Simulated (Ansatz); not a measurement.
Consider the following.

TlBr:
```
CELL_PARAMETERS angstrom
      2.27095     1.31113     3.70424
     -2.27095     1.31113     3.70424
      0.00000    -2.62227     3.70424
ATOMIC_POSITIONS crystal
  Tl 0.50000 0.50000 0.50000
  Br 0.00000 0.00000 0.00000
```

This is the LDA-relaxed structure.

Task: All from LDA (plane waves, PAW; program Ansatz), unless another level is named. Estimate the Young's modulus.

Result: 22.9 GPa.

Task: Give the highest zone-centre frequency (without LO–TO term).

Result: 68 cm⁻¹.

Task: What about the vibrational entropy at 300 K?

Result: 59.5 J/(K·mol of atoms).

Space group Fm-3m (rock salt). The cell is a constructed one: a structure type filled with these elements; the Crystallography Open Database copy checked does not list it. COD files the formula under space group No. 221, so this cell is another polymorph or a model. Whether it is the stable phase at ambient conditions was not checked. Symmetry was held in the LDA relaxation; phonons on a q-mesh show no instability. The volume moved by -15 % from the start of the relaxation. Spin–orbit coupling is left out wherever it is not named.

Potentials: the later of the program's two PAW sets.
